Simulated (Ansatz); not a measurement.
TePb: computed property card

TePb:
```yaml
crystal:
  lattice:
    - [0.00000, 3.60283, 3.60283]
    - [3.60283, 0.00000, 3.60283]
    - [3.60283, 3.60283, 0.00000]
  atoms:
    - { symbol: Pb, position: [0.00000, 0.00000, 0.00000] }
    - { symbol: Te, position: [0.25000, 0.25000, 0.25000] }
```

Space group F-43m (No. 216), zinc blende; conventional cell a = b = c = 7.2057 Å, α = β = γ = 90.00°.

Method: DFT-PBEsol in the program Ansatz with PAW potentials. Geometry: relaxed at this level of theory. Other levels are named where they apply.

**Cell and energy**

```
Property                                                       Result
-----------------------------------------------------  --------------
Volume per atom                                              46.77 Å³
Density                                                    5.94 g/cm³
Formation energy from the elements (no fitted shifts)  -0.083 eV/atom
```

**Electronic structure**

```
Quantity                                                                 Result
----------------------------------------  -------------------------------------
Band gap                                                     0.45 eV (indirect)
Valence-band maximum                                                       at W
Conduction-band minimum                             at X (3 equivalent valleys)
Smallest direct gap on the standard path                                1.11 eV
Electron effective mass                   0.34, 0.34, 2.0 mₑ (principal values)
Hole effective mass                                         0.42 mₑ (isotropic)
HSE06 gap on the PBEsol cell                                            0.89 eV
Gap with spin–orbit coupling                                    none (metallic)
```

**Mechanics**

```
Quantity                                                                                     Result
-----------------------------------------------------------  --------------------------------------
Bulk modulus (Birch–Murnaghan fit)                                                         27.4 GPa
Pressure derivative B′                                                                          4.2
Elastic constants (relaxed ions, GPa)                            C11 = 28.8, C12 = 26.8, C44 = -6.9
Mechanical stability                                         unstable (C has a negative eigenvalue)
Piezoelectric stress constants (proper, relaxed ions, C/m²)                 e14 = e25 = e36 = -0.39
```

**Dielectric response**

```
Item                                                                    Result
--------------------------------------------------------  --------------------
Electronic dielectric constant ε∞ (DFPT)                                  9.68
Static dielectric constant ε0 (ions relaxed, cell fixed)                  12.1
Born charges (a third of the trace)                       Pb +2.02, Te -2.02 e
```

**Phonons**

```
Item                                                                Result
--------------------------------------------------  ----------------------
Highest zone-centre frequency (without LO–TO term)                105 cm⁻¹
Zone-centre stability                               no imaginary mode at Γ
```

The start of the workflow was typed in or built on a structure type; neither database checked (COD, Materials Project) lists it. It is not the phase usual at ambient conditions (space group No. 225). The cell was relaxed with PBEsol under the symmetry of its start. Signs of piezoelectric constants follow the polarity of the cell as given. The references are the lowest solids computed at this level, not always the standard phases. Spin–orbit coupling is left out wherever it is not named.

Potentials: the earlier of the program's two PAW sets. The files were generated under PBE; for other functionals the program regenerates the frozen cores, and for LDA and PBEsol the local potential too.
